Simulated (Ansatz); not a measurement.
W₂C in space group P-3m1 (No. 164; C on 1a, W on 2d), the program Ansatz at the PBEsol level (PAW), all energies at zero smearing, with the estimated change up to a 700 eV cutoff added, with one set of potentials and settings (totals compare only within such a set). Cell of 3 atoms (1 C, 2 W): -20759.886 eV.

| element | reference phase | E (eV/atom) |
|---|---|---|
| C | P6_3/mmc, 4 atoms in the cell | -246.6950 |
| W | Im-3m, 1 atoms in the cell | -10256.5620 |

Formation energy per atom, worked out: (-20759.886 − 1×(-246.6950) − 2×(-10256.5620))/3 = -0.022 eV/atom (-2 kJ per mol of atoms), at 0 K, without zero-point energy or fitted corrections.

The PBEsol relaxation kept the symmetry of its start. No spin polarisation was allowed. The references are the lowest solids computed at this level, not always the standard phases. Scalar-relativistic: spin–orbit coupling is off unless named, which matters more the heavier the elements.

Potentials: the later of the program's two PAW sets.
